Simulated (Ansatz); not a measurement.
Zr:
```xyz
2
Lattice="3.2417 0.0000 0.0000 -1.6209 2.8074 0.0000 0.0000 0.0000 5.1451" Properties=species:S:1:pos:R:3 pbc="T T T"
Zr     0.0000     1.8716     3.8588
Zr     1.6209     0.9358     1.2863
```

Relaxed with r²SCAN+D4. Special points in fractions of this cell's reciprocal vectors: Γ (0.000, 0.000, 0.000); M (0.500, 0.000, 0.000); K (0.333, 0.333, 0.000); A (0.000, 0.000, 0.500); L (0.500, 0.000, 0.500); H (0.333, 0.333, 0.500).

Problem. List the band energies nearest the Fermi level at these points for the program Ansatz at the r²SCAN+D4 level (PAW).

Solution. In eV from the Fermi level; about four levels below and three above (degenerate sets whole), none deeper than 8.9 eV; points with the same levels are listed once.

```json
[
 {"k": "Γ", "below": "-6.01 -3.20", "above": "0.95 0.95 1.03"},
 {"k": "M", "below": "-2.70 -2.66 -2.26 -0.41", "above": "0.64 0.85 1.57"},
 {"k": "K", "below": "-2.20 -1.53 -1.53 -1.27", "above": "0.32 0.32 1.97"},
 {"k": "A", "below": "-4.21 -4.21", "above": "0.02 0.02 0.86 0.86 0.86 0.86"},
 {"k": "L", "below": "-3.01 -3.01 -1.09 -1.09", "above": "1.55 1.55 2.37 2.37"},
 {"k": "H", "below": "-1.40 -1.40 -0.15 -0.15", "above": "2.23 2.23 4.56 4.56"}
]
```

Space group P6_3/mmc (hcp (Mg type)). The cell was relaxed with r²SCAN+D4 under the symmetry of its start. No spin polarisation was allowed. The pairwise dispersion correction was not fitted to metals. Scalar-relativistic: spin–orbit coupling is off unless named, which matters more the heavier the elements.

Potentials: the later of the program's two PAW sets.
